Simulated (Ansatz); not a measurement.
Task: Name crystals whose computed values (DFT-PBEsol in the program Ansatz with PAW potentials) fall in these windows: gap (eV) 0.65 to 0.87; B₀ by P(V) fit (GPa) 140 to 200; electron conductivity mass (mₑ) 0.29 to 0.41.

Result: 

```csv
crystal,gap (eV),B₀ by P(V) fit (GPa),electron conductivity mass (mₑ)
"Al5C3N, P6_3mc (Pearson symbol hP18)",0.74,169,0.34
```
Others may fit too.

Standing as an ambient phase not checked: Al5C3N, P6_3mc (Pearson symbol hP18). The cell was relaxed under the symmetry of its start.

Potentials: the later of the program's two PAW sets.
